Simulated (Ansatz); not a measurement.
A relaxed cell of ZnSi2N2 is given with its symmetry left out. The cell was found from a structure generator's guess, not taken from experiment.

Level of theory: DFT PBE, scalar-relativistic, plane waves, PAW in Ansatz. Cutoff 420 eV, Γ-centred mesh, Gaussian smearing, no spin polarisation.

```yaml
crystal:
  lattice:
    - [3.36192, 0.00000, 0.00000]
    - [-1.68096, 2.91150, 0.00000]
    - [0.00000, 0.00000, 6.85706]
  atoms:
    - { symbol: Zn, position: [0.00000, 0.00000, 0.00000] }
    - { symbol: Si, position: [0.33333, 0.66667, 0.60325] }
    - { symbol: Si, position: [0.66667, 0.33333, 0.39675] }
    - { symbol: N, position: [0.33333, 0.66667, 0.84310] }
    - { symbol: N, position: [0.66667, 0.33333, 0.15690] }
```

Energies over the elements count from the elements' standard structures at the same level (N₂ as a molecule), with no fitted energy shifts.

Task: Find its symmetry and describe it.

Result: P-3m1 (No. 164). Conventional cell: a = 3.362 Å, c = 6.857 Å. Zn is surrounded by 6 N at 2.22 Å; around Si lie 1 N at 1.64 Å and 3 Si at 2.40 Å; N is surrounded by 1 Si at 1.64 Å and 3 Zn at 2.22 Å.

Task: How far does it lie from the elements in energy?

Result: +0.34 eV/atom. It can't be a ground state, since the elements alone are lower.

Task: Is it a metal?

Result: Yes, bands cross the Fermi level on the 12×12×6 mesh.

The last run used a 12×12×6 mesh (in the run's order of axes) for its 5-atom cell and Gaussian smearing of 0.10 eV. A structure relaxed within its symmetry needn't be a true minimum. Another cell of ZnSi2N2 relaxed alike, in P-3m1, lies 0.66 eV/atom lower, so this cell isn't the stable form at this level.
